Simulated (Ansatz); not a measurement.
TePt (P6_3/mmc), a vibration from a frozen displacement

Method: DFT r2SCAN, scalar-relativistic, plane waves, PAW (Ansatz 0.2.0). Settings: plane waves to 500 eV, k-mesh 12×12×10 (Γ-centred), Gaussian smearing 0.15 eV. Spin–orbit coupling is left out, which matters for the heavy elements here. No spin polarisation. Energies are free energies at this smearing, counted from the undisturbed cell; pressure is positive in compression.

Zero of the scan (as given, not relaxed at this level; it stands at 15.5 GPa, and it needn't be the usual structure):

```yaml
crystal:
  lattice:
    - [4.11100, 0.00000, 0.00000]
    - [-2.05550, 3.56023, 0.00000]
    - [0.00000, 0.00000, 5.44600]
  atoms:
    - { symbol: Te, position: [0.33333, 0.66667, 0.25000] }
    - { symbol: Te, position: [0.66667, 0.33333, 0.75000] }
    - { symbol: Pt, position: [0.00000, 0.00000, 0.00000] }
    - { symbol: Pt, position: [0.00000, 0.00000, 0.50000] }
```

Every Pt atom is moved by x along the Cartesian unit vector (0.000, 0.000, 1.000); the cell and all other atoms stay fixed. The cell's volume is 79.71 Å³; the moved atoms weigh 390.168 u together and the others 255.200 u. Some rows repeat others by symmetry and weren't run.

```
  x (Å)  ΔE (meV/cell) total force on the moved atoms along the move (eV/Å) pressure (GPa)
-0.5000         851.14                                                3.0332         22.6765
-0.4375         668.94                                                2.7900         21.0886
-0.3750         503.09                                                2.5112         19.6649
-0.3125         356.14                                                2.1816         18.4254
-0.2500         231.42                                                1.8020         17.3880
-0.1875         131.69                                                1.3838         16.5626
-0.1250          59.02                                                0.9380         15.9597
-0.0625          14.83                                                0.4738         15.5911
 0.0000           0.00                                                0.0000         15.4670
 0.0625          14.83                                               -0.4738         15.5911
 0.1250          59.02                                               -0.9380         15.9597
 0.1875         131.69                                               -1.3838         16.5626
 0.2500         231.42                                               -1.8020         17.3880
 0.3125         356.14                                               -2.1816         18.4254
 0.3750         503.09                                               -2.5112         19.6649
 0.4375         668.94                                               -2.7900         21.0886
 0.5000         851.14                                               -3.0332         22.6765
```

Q: What frequency belongs to this motion?

A: The force constant is k = −dF/dx = 7.581 eV/Å², from the parabola through x = -0.0625, 0 and 0.0625. In every cell the moved atoms swing against the rest, so the mass is μ = m₁m₂/(m₁ + m₂) = 154.285 u, and ν̃ = 521.5 cm⁻¹ × √(|k|/μ) = 116 cm⁻¹, at this cell's pressure of 15.5 GPa. To first order in x, and within 1 %, the force on every atom lies along the move and, within each of the two groups, in proportion to the atom's mass, so this is itself a mode at the zone centre of this cell.

Q: How far does the harmonic law reach?

A: At x = -0.500 Å, kx²/2 = 947.60 meV against the computed 851.14 meV (-10.2 %): the well softens in this direction at large amplitude.

Q: The pressure changes with x². What does that say about the frequency under compression?

A: With E = k(V)x²/2, k ∝ V^(−2γ) and x scaling with the cell as V^(1/3), P − P0 = −∂E/∂V = (2γ − 2/3) ΔE/V. At x = 0.1250 Å, V(P − P0) = 79.71 × 0.49279 / 160.2 eV = 245.16 meV and ΔE = 59.02 meV, so γ = 1/3 + V(P − P0)/(2ΔE) = 2.41. This is the Grüneisen parameter of the motion under uniform scaling of the cell: shrinking the cell evenly by 1 % in volume raises the frequency by about 2.41 %.

In a metal these slopes depend on the k mesh and the smearing.